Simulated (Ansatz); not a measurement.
Relaxed candidate structures of CdSe:

**A**
```cif
data_Cd2Se2
_chemical_formula_sum 'Cd2 Se2'
_space_group_name_H-M_alt 'P 1'
_space_group_IT_number 1
_cell_length_a 4.02057
_cell_length_b 4.02057
_cell_length_c 7.34137
_cell_angle_alpha 90.000
_cell_angle_beta 90.000
_cell_angle_gamma 90.000
loop_
_space_group_symop_operation_xyz
  'x, y, z'
loop_
_atom_site_label
_atom_site_type_symbol
_atom_site_fract_x
_atom_site_fract_y
_atom_site_fract_z
_atom_site_occupancy
Cd1 Cd 0.00000 0.50000 0.00000 1
Cd2 Cd 0.50000 0.00000 0.50000 1
Se1 Se 0.00000 0.00000 0.25000 1
Se2 Se 0.00000 0.00000 0.75000 1
```

**B**
```
CdSe
1.0
    0.00000     2.84276     2.84276
    2.84276     0.00000     2.84276
    2.84276     2.84276     0.00000
Cd Se
1 1
Cartesian
  2.84276   2.84276   2.84276
  0.00000   0.00000   0.00000
```

**C**
```cif
data_Cd2Se2
_chemical_formula_sum 'Cd2 Se2'
_space_group_name_H-M_alt 'P 1'
_space_group_IT_number 1
_cell_length_a 4.34072
_cell_length_b 4.34073
_cell_length_c 7.07654
_cell_angle_alpha 90.000
_cell_angle_beta 90.000
_cell_angle_gamma 120.000
loop_
_space_group_symop_operation_xyz
  'x, y, z'
loop_
_atom_site_label
_atom_site_type_symbol
_atom_site_fract_x
_atom_site_fract_y
_atom_site_fract_z
_atom_site_occupancy
Cd1 Cd 0.66667 0.33333 0.00058 1
Cd2 Cd 0.33333 0.66667 0.50058 1
Se1 Se 0.66667 0.33333 0.62462 1
Se2 Se 0.33333 0.66667 0.12462 1
```

**D**
```
CdSe
1.0
    8.18471     0.00000     0.00000
    0.00000     8.18471     0.00000
    0.00000     0.00000     2.81329
Cd Se
4 4
Direct
  0.24769   0.00000   0.50000
  0.75231   0.00000   0.50000
  0.00000   0.24769   0.00000
  0.00000   0.75231   0.00000
  0.77688   0.50000   0.00000
  0.22312   0.50000   0.00000
  0.50000   0.77688   0.50000
  0.50000   0.22312   0.50000
```

Question: Put the candidates in order of energy per atom, lowest first, for r2SCAN (plane waves to 500 eV, PAW, scalar-relativistic; Ansatz, a program for electronic structure).

Answer: C (reference), B (+0.10 eV/atom), A (+0.34 eV/atom), D (+0.77 eV/atom)

1 run with a doubtful electronic state, a coarser numerical grid, an end not at rest or a source that can't be used is left out. 4 generated cells of layers, chains or molecules, poorly bound without dispersion, are left out. Each run could gain symmetry but not lose that of its start, so entries can be saddle points. From databases, or of a type measured for this composition: Fm-3m, cF8, rock salt type; P6₃mc, hP4, wurtzite type; the others are generated cells (placed on structure types, drawn at random, substituted or restacked) that were not matched to a known phase here. Static energies at zero pressure. The runs use different k-meshes, so differences are rounded accordingly. No spin polarisation in the result.
